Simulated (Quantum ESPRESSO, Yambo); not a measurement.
# CuI: DFT and GW levels

```cif
data_Cu2I2
_chemical_formula_sum 'Cu2 I2'
_space_group_name_H-M_alt 'P63mc'
_space_group_IT_number 186
_space_group_name_Hall 'P 6c -2c'
_cell_length_a 4.18188
_cell_length_b 4.18188
_cell_length_c 6.89757
_cell_angle_alpha 90.000
_cell_angle_beta 90.000
_cell_angle_gamma 120.000
loop_
_atom_site_label
_atom_site_type_symbol
_atom_site_symmetry_multiplicity
_atom_site_Wyckoff_symbol
_atom_site_fract_x
_atom_site_fract_y
_atom_site_fract_z
_atom_site_occupancy
Cu1 Cu 2 b 0.33333 0.66667 0.37339 1
I1 I 2 b 0.33333 0.66667 0.00161 1
```

Cell and atoms were relaxed with PBEsol from Materials Project entry mp-569346, within its symmetry.

Starting point: PBEsol (pw.x of Quantum ESPRESSO, ONCV potentials, with spin-orbit coupling). G0W0 in Yambo: 3×3×2 Γ-centred k mesh, bands 17 to 248 and a 6 Ry block in the screening, 248 bands in G with the Bruneval-Gonze terminator, plasmon pole fitted at 27.2 eV.

```yaml
PBEsol gap along the band path: 1.03 eV
PBEsol gap between the mesh's edge points (Γ → Γ): 1.03 eV
G0W0 gap between the same points: 2.05 eV
```

| k point | band | E PBEsol (eV) | E QP (eV) | shift (eV) | Z |
|---|---|---|---|---|---|
| Γ | VB−2 | -0.06 | -0.60 | -0.53 | 0.76 |
| Γ | VB−1 | 0.00 | -0.56 | -0.56 | 0.76 |
| Γ | VB | 0.00 | -0.56 | -0.56 | 0.76 |
| Γ | CB | 1.03 | 1.49 | 0.46 | 0.81 |
| Γ | CB+1 | 1.03 | 1.49 | 0.46 | 0.81 |
| A | VB | -0.49 | -1.09 | -0.61 | 0.76 |
| A | CB | 2.17 | 2.64 | 0.47 | 0.81 |
| K | VB | -1.60 | -2.26 | -0.67 | 0.73 |
| K | CB | 2.82 | 2.97 | 0.15 | 0.81 |
| H | VB | -1.41 | -2.07 | -0.66 | 0.73 |
| H | CB | 2.99 | 3.43 | 0.44 | 0.80 |

Energies count from the PBEsol valence-band maximum.

Nearest settings tried, and what they do to the gap: 168 bands in W, 168 bands in G: +85 meV; 5 Ry block (147 vectors against 185): +19 meV; 3×3×1 mesh: -97 meV. So the settings aren't converged at that level. The k mesh is coarse.

The filled Cu 3d shell has no Hubbard U; semilocal functionals place it too high.

This is not the ordinary phase of the substance.
